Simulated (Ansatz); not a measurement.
## Zincblende alloy of GaAs and GaN (8 of 32 As sites exchanged), 64 atoms

Ansatz, PAW, plane waves. PBEsol relaxation of volume and atoms (shape held) at the single k point (¼, ¼, ¼) without its symmetry partners; single points on the relaxed atoms at the single k point (¼, ¼, ¼) without its symmetry partners, onto which points of the small cell's zone fold. Arrangement: random. No spin–orbit coupling unless named.

Relaxed structure:

```cif
data_structure
_symmetry_space_group_name_H-M 'P 1'
_symmetry_Int_Tables_number 1
_cell_length_a 10.7269
_cell_length_b 10.7269
_cell_length_c 10.7269
_cell_angle_alpha 90.000
_cell_angle_beta 90.000
_cell_angle_gamma 90.000
_cell_volume 1234.32
loop_
_atom_site_label
_atom_site_type_symbol
_atom_site_fract_x
_atom_site_fract_y
_atom_site_fract_z
_atom_site_occupancy
Ga1 Ga 0.97801 0.98876 0.98324 1
Ga2 Ga 0.01780 0.01416 0.52166 1
Ga3 Ga 0.00291 0.49878 0.00134 1
Ga4 Ga 0.01687 0.52659 0.52304 1
Ga5 Ga 0.49342 0.99694 0.00164 1
Ga6 Ga 0.51886 0.97699 0.48033 1
Ga7 Ga 0.52576 0.48026 0.98042 1
Ga8 Ga 0.47539 0.51766 0.48285 1
Ga9 Ga 0.25013 0.25718 0.99768 1
Ga10 Ga 0.23041 0.22266 0.53753 1
Ga11 Ga 0.22640 0.77416 0.97435 1
Ga12 Ga 0.24851 0.72149 0.49893 1
Ga13 Ga 0.75861 0.23919 0.96382 1
Ga14 Ga 0.75102 0.25410 0.49810 1
Ga15 Ga 0.76970 0.76861 0.01638 1
Ga16 Ga 0.73279 0.76570 0.48380 1
Ga17 Ga 0.24835 0.99748 0.25049 1
Ga18 Ga 0.21515 0.99538 0.75055 1
Ga19 Ga 0.27206 0.52931 0.26633 1
Ga20 Ga 0.23111 0.51975 0.72992 1
Ga21 Ga 0.75094 0.96637 0.24341 1
Ga22 Ga 0.77156 0.01401 0.76475 1
Ga23 Ga 0.75390 0.49957 0.24762 1
Ga24 Ga 0.73838 0.48103 0.76553 1
Ga25 Ga 0.00016 0.24867 0.24944 1
Ga26 Ga 0.99866 0.21080 0.75629 1
Ga27 Ga 0.98050 0.77996 0.22781 1
Ga28 Ga 0.03113 0.74926 0.74164 1
Ga29 Ga 0.50263 0.24644 0.25176 1
Ga30 Ga 0.51630 0.26838 0.76264 1
Ga31 Ga 0.49493 0.74630 0.28181 1
Ga32 Ga 0.50012 0.75330 0.75233 1
As1 As 0.11813 0.11644 0.11304 1
As2 As 0.12394 0.64040 0.12467 1
As3 As 0.63436 0.11914 0.11918 1
As4 As 0.62946 0.12247 0.62811 1
As5 As 0.62569 0.63220 0.12637 1
As6 As 0.62065 0.62125 0.62103 1
As7 As 0.38261 0.38395 0.12581 1
As8 As 0.36928 0.37862 0.62557 1
As9 As 0.37066 0.86375 0.12770 1
As10 As 0.36545 0.87235 0.61923 1
As11 As 0.86983 0.36599 0.11405 1
As12 As 0.88541 0.36955 0.63459 1
As13 As 0.88091 0.87466 0.62746 1
As14 As 0.37371 0.12067 0.38532 1
As15 As 0.37006 0.12456 0.86672 1
As16 As 0.36879 0.62317 0.87454 1
As17 As 0.87560 0.11291 0.37600 1
As18 As 0.87876 0.63734 0.37243 1
As19 As 0.88067 0.63148 0.87275 1
As20 As 0.13447 0.37876 0.38903 1
As21 As 0.11871 0.37223 0.86111 1
As22 As 0.12138 0.87057 0.38070 1
As23 As 0.61938 0.38366 0.37626 1
As24 As 0.63470 0.88084 0.87925 1
N1 N 0.11618 0.11386 0.64301 1
N2 N 0.13198 0.63328 0.62306 1
N3 N 0.87306 0.88246 0.11699 1
N4 N 0.37303 0.63326 0.38244 1
N5 N 0.88151 0.11543 0.87194 1
N6 N 0.11286 0.87720 0.86151 1
N7 N 0.63447 0.36564 0.87191 1
N8 N 0.62199 0.86428 0.36926 1
```

(1) What are the mean bond lengths by pair (pairs within 1.2 times the sum of covalent radii, less contacts 15 % beyond the pair's median; cation–cation pairs of compounds aside; long ionic contacts are cut short by that bound)?

(2) What gap lies between the top filled and the lowest empty level in the single points?

## Answers

(1) As–Ga 2.430 ± 0.050 Å (standard deviation, 96 bonds); Ga–N 2.055 ± 0.070 Å (standard deviation, 32 bonds).

(2) r²SCAN 0.64 eV (8.5 s on NVIDIA H100). Away from Γ this isn't the crystal's band gap.
